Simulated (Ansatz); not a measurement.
## Random displacements in V2N3

All numbers below come from DFT PBEsol, scalar-relativistic, plane waves, PAW (Ansatz 0.2.0). The runs took a 420 eV cutoff, a Γ-centred 18×18×8 mesh and Gaussian smearing (0.15 eV). No spin polarisation. Energies are free energies at this smearing, counted from the undisturbed cell; pressure is positive in compression.

Zero of the scan (relaxed at this level; it needn't be the usual structure):

```
CELL_PARAMETERS angstrom
2.77979 0.00000 0.00000
-1.38989 2.40737 0.00000
0.00000 0.00000 6.19635
ATOMIC_POSITIONS crystal
V 0.66667 0.33333 0.30212
V 0.33333 0.66667 0.69788
N 0.00000 0.00000 0.50000
N 0.00000 0.00000 0.10744
N 0.00000 0.00000 0.89256
```

The atoms are displaced (Å, in the unstrained cell):

```
atom ux uy uz
  V1  -0.005   0.153  -0.013
  V2   0.157  -0.192   0.073
  N3  -0.306  -0.022   0.187
  N4   0.073   0.327  -0.012
  N5   0.081  -0.266  -0.236
```

Strain (Voigt, engineering shear): (0.0295, 0.0337, 0.0117, 0.0363, 0.0243, 0.0174).

Problem. What are the energy change, the stress and the forces?

Solution. ΔE = 655.1 meV/atom; stress (xx, yy, zz, yz, xz, xy; compression positive) (4.03, -3.82, 0.92, -11.23, 0.51, 4.34) GPa.
```tsv
atom	Fx (eV/Å)	Fy	Fz
V1	-0.27	0.08	-1.15
V2	-4.09	-0.95	0.59
N3	3.02	1.20	-5.48
N4	-0.39	-2.12	0.59
N5	1.73	1.79	5.45
```

Cost: 1 run of about 2.5 core-minutes, on Oxide Virtual Turin-like Processor (Zen 5) (shared hosts).